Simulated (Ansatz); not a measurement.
Rb₂NaGaF₆:
```cif
data_F24Ga4Na4Rb8
_chemical_formula_sum 'Rb8 Na4 Ga4 F24'
_space_group_name_H-M_alt 'Fm-3m'
_space_group_IT_number 225
_space_group_name_Hall '-F 4 2 3'
_cell_length_a 8.40270
_cell_length_b 8.40270
_cell_length_c 8.40270
_cell_angle_alpha 90.000
_cell_angle_beta 90.000
_cell_angle_gamma 90.000
loop_
_atom_site_label
_atom_site_type_symbol
_atom_site_symmetry_multiplicity
_atom_site_Wyckoff_symbol
_atom_site_fract_x
_atom_site_fract_y
_atom_site_fract_z
_atom_site_occupancy
Rb1 Rb 8 c 0.25000 0.25000 0.25000 1
Na1 Na 4 b 0.50000 0.50000 0.50000 1
Ga1 Ga 4 a 0.00000 0.00000 0.00000 1
F1 F 24 e 0.00000 0.00000 0.22739 1
```
(The calculation used a cell of 10 atoms; values per cell refer to that cell.)

Relaxed with PBEsol. 

Question: HSE06 on this cell (Ansatz, a program for electronic structure, PAW) gives a gap of 8.59 eV. What does PBEsol give?

Answer: 6.15 eV.

Cost on shared cores: the PBEsol run (SCF on a 6×6×6 mesh, then bands and DOS) around 70 core-seconds (rough), the HSE06 run (SCF on 4×4×4, then a few points) around 6 core-minutes (rough); the tasks are unlike.

The first step of the workflow began from a Materials Project structure, measured or hypothetical; the Crystallography Open Database copy checked does not list it. Its standing as an ambient phase is unchecked. Symmetry was held in the PBEsol relaxation; its stability against distortions is not shown here. Scalar-relativistic: spin–orbit coupling is off unless named, which matters more the heavier the elements.

Potentials: the later of the program's two PAW sets.

Ansatz is a plane-wave DFT program.
